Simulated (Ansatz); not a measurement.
# Is this Nd₂Y₂Cl structure a true minimum?

The cell was found from a structure generator's guess, not taken from experiment.

Method: Ansatz 0.2.0, DFT PBE, scalar-relativistic, plane waves, PAW, and for the lanthanide a 4f-in-core norm-conserving potential. Settings: cutoff 660 eV, Γ-centred mesh 12×12×4 on the computed 5-atom cell, Gaussian smearing of 0.10 eV; no spin polarisation.

The cell below (5 atoms, space group P-3m1 (No. 164)) is relaxed within its symmetry.

```
Nd Y Cl
1.0
     3.71018    0.00000    0.00000
    -1.85509    3.21311    0.00000
     0.00000    0.00000   13.05699
Nd Y Cl
2 2 1
Cartesian
  0.0000 2.1421 10.8015
  1.8551 1.0710 2.2555
  0.0000 2.1421 5.1007
  1.8551 1.0710 7.9563
  0.0000 0.0000 0.0000
```

For the test a repeat of it with 10 atoms (edges 3.71, 6.43, 13.06 Å) was strained at random (σ = 1.5 % a component), the atoms were moved at random (σ = 0.05 Å), and all was relaxed again on a coarse 6×4×2 mesh (in the run’s order of axes) with 0.20 eV smearing, with no symmetry imposed.

Question: Does it come back?

Answer: It returns, within 1 meV/atom of the unmoved cell on that mesh and with the same symmetry when read at 0.1 Å (P1 at 0.01 Å, so small strains and shifts remain). No instability shows in this cell; modes of other wave vectors, which need another repeat, aren't tested.

The lanthanide is trivalent by construction, without f bands, f moments or other valences.
